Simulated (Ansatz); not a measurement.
Data:

B2Ir:
```
CELL_PARAMETERS angstrom
      3.04774     0.00000     0.00000
     -1.52387     2.63942     0.00000
      0.00000     0.00000     7.00636
ATOMIC_POSITIONS crystal
  Ir 0.66667 0.33333 0.75000
  Ir 0.33333 0.66667 0.25000
  B  0.66667 0.33333 0.44003
  B  0.33333 0.66667 0.55997
  B  0.33333 0.66667 0.94003
  B  0.66667 0.33333 0.05997
```

This is the PBEsol-relaxed structure. Tensor components refer to the Cartesian frame of this cell.

**Question.** All from plane-wave PAW PBEsol (Ansatz code), unless another level is named. Estimate the Hill bulk and shear moduli.

**Answer.** 296 and 100 GPa.

**Question.** Give the highest zone-centre frequency.

**Answer.** 659 cm⁻¹.

**Question.** Give the elastic constants (relaxed ions, GPa).

**Answer.** C11 = 330, C12 = 214, C13 = 261, C33 = 755, C44 = 137.

Space group P6_3/mmc. The start of the workflow was typed in or built on a structure type; neither database checked (COD, Materials Project) lists it. Whether it is the stable phase at ambient conditions was not checked. Symmetry was held in the PBEsol relaxation; its stability against distortions is not shown here. No spin polarisation was allowed. As this level gives no gap, shear constants depend on the k-mesh and smearing (Fermi–Dirac, 0.1 eV here). As this level gives no gap, phonon frequencies hold no LO–TO term and depend on the k-mesh and smearing (Fermi–Dirac, 0.1 eV here). On the denser mesh and wider smearing of the elastic run this cell carries a stress of 0.8 GPa. Scalar-relativistic: spin–orbit coupling is off unless named, which matters more the heavier the elements.

Potentials: the earlier of the program's two PAW sets. The files were generated under PBE; for other functionals the program regenerates the frozen cores, and for LDA and PBEsol the local potential too.
